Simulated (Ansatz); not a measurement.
CdSe (zinc blende): values from a third-order Birch-Murnaghan fit to a volume scan beside measured ones. Computed values: PBE (plane waves to 420 eV, PAW, scalar-relativistic; Ansatz, a quantum-chemistry and plane-wave program). CdSe was relaxed with its symmetry unable to fall. The PAW data are Ansatz's earlier set.

```json
[
 {"quantity": "Lattice constant a (Å)", "reference": "6.077", "kind": "measured, room temperature or unstated", "PBE": "6.196", "difference": "+2.0 %"}
]
```

References as given in: arXiv:1206.3780. Values not taken to low temperature hold thermal and zero-point shifts that a static calculation lacks, so small differences there are no errors of the method.

(Under strain, the slope of the energy per volume gives the stress and its curvature an elastic modulus.)
